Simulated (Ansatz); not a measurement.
**Is this MgZn₃Se₃S structure a true minimum?**

The structure comes from a proposed guess, relaxed at this level; another structure or a mixture of phases may lie lower.

Computed with DFT PBE, scalar-relativistic, plane waves, PAW in Ansatz. Cutoff 420 eV; k points 12×12×2 on the computed 8-atom cell (Γ-centred); Gaussian smearing, width 0.02 eV; no spin polarisation.

The cell below (8 atoms, space group P3m1 (No. 156)) is relaxed within its symmetry.

```yaml
crystal:
  lattice:
    - [4.04921, 0.00000, 0.00000]
    - [-2.02460, 3.50672, 0.00000]
    - [0.00000, 0.00000, 13.23592]
  atoms:
    - { symbol: Mg, position: [0.66667, 0.33333, 0.24052] }
    - { symbol: Zn, position: [0.66667, 0.33333, 0.75240] }
    - { symbol: Zn, position: [0.33333, 0.66667, 0.00427] }
    - { symbol: Zn, position: [0.33333, 0.66667, 0.50171] }
    - { symbol: Se, position: [0.33333, 0.66667, 0.68982] }
    - { symbol: Se, position: [0.66667, 0.33333, 0.94068] }
    - { symbol: Se, position: [0.66667, 0.33333, 0.43798] }
    - { symbol: S, position: [0.33333, 0.66667, 0.18262] }
```

For the test it was strained at random (σ = 1.5 % a component), the atoms were moved at random (σ = 0.10 Å), and all was relaxed again on a coarse 6×6×1 mesh (in the run’s order of axes) with 0.10 eV smearing, with no symmetry imposed.

Question: Is the structure stable against such a distortion?

Answer: It returns, within 1 meV/atom of the unmoved cell on that mesh and with the same symmetry when read at 0.1 Å (Cm at 0.01 Å, so small strains and shifts remain). So it is stable against the distortions that fit this cell and that this random move excites. Modes that don't fit the cell aren't tested.
